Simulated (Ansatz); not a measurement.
The calculation used DFT PBE, scalar-relativistic, plane waves, PAW in Ansatz. Settings: cutoff 420 eV, Γ-centred meshes spaced at most about 0.3 Å⁻¹, and about 0.25 Å⁻¹ or finer for metals (2π included), Gaussian smearing. No spin polarisation in the final relaxations.

Temperature and zero-point effects are left out.

Two forms of MgZn4Te were relaxed alike.

A.

```yaml
crystal:
  lattice:
    - [0.00000, 3.84664, 3.84664]
    - [3.84664, 0.00000, 3.84664]
    - [3.84664, 3.84664, 0.00000]
  atoms:
    - { symbol: Mg, position: [0.75000, 0.75000, 0.75000] }
    - { symbol: Zn, position: [0.37624, 0.37624, 0.37624] }
    - { symbol: Zn, position: [0.37624, 0.87129, 0.37624] }
    - { symbol: Zn, position: [0.37624, 0.37624, 0.87129] }
    - { symbol: Zn, position: [0.87129, 0.37624, 0.37624] }
    - { symbol: Te, position: [0.00000, 0.00000, 0.00000] }
```

B.

```yaml
crystal:
  lattice:
    - [3.28672, 0.00000, 0.00000]
    - [-1.64336, 2.84638, 0.00000]
    - [0.00000, 0.00000, 12.90756]
  atoms:
    - { symbol: Mg, position: [0.00000, 0.00000, 0.00000] }
    - { symbol: Zn, position: [0.66667, 0.33333, 0.83133] }
    - { symbol: Zn, position: [0.66667, 0.33333, 0.31317] }
    - { symbol: Zn, position: [0.33333, 0.66667, 0.68683] }
    - { symbol: Zn, position: [0.33333, 0.66667, 0.16867] }
    - { symbol: Te, position: [0.00000, 0.00000, 0.50000] }
```

Question: Which form is favoured at zero pressure, and by what margin per atom?

Answer: A is lower, by 47 meV/atom. A has space group F-43m (No. 216), 19.0 Å³/atom and no gap on its mesh; B has space group P-3m1 (No. 164), 20.1 Å³/atom and no gap. Counting Mg or Zn atoms around Te (for each partner element, those within 1.25 times its shortest distance or 1.15 times the sum of covalent radii, where it is the nearest in units of that sum or under 1.3; the shortest distance is added where it is long for a bond), A has Te 16 from 3.2 Å and B has Te 6 from 3.1 Å. The denser one is the lower, and pressure would at first widen the difference. Even the lower one lies +0.08 eV/atom against the reference forms of the elements (uncorrected), so neither is stable at this level. In A, Mg is surrounded by 12 Zn at 3.19 Å and 4 Te at 3.33 Å; Zn is surrounded by 6 Zn at 2.69–2.75 Å, 3 Mg at 3.19 Å and 3 Te at 3.19 Å; Te has 12 Zn at 3.19 Å and 4 Mg at 3.33 Å. In B, around Mg lie 6 Zn at 2.89 Å and 6 Mg at 3.29 Å; around Zn on its first site lie 3 Zn at 2.66 Å, 3 Mg at 2.89 Å and 6 Zn at 3.29 Å; Te is surrounded by 6 Zn at 3.07 Å and 6 Te at 3.29 Å; 1 more site not described. Both come from invented guesses.

These runs have no spin–orbit coupling, which can matter for Te. Cells relaxed within their symmetry can be saddle points.
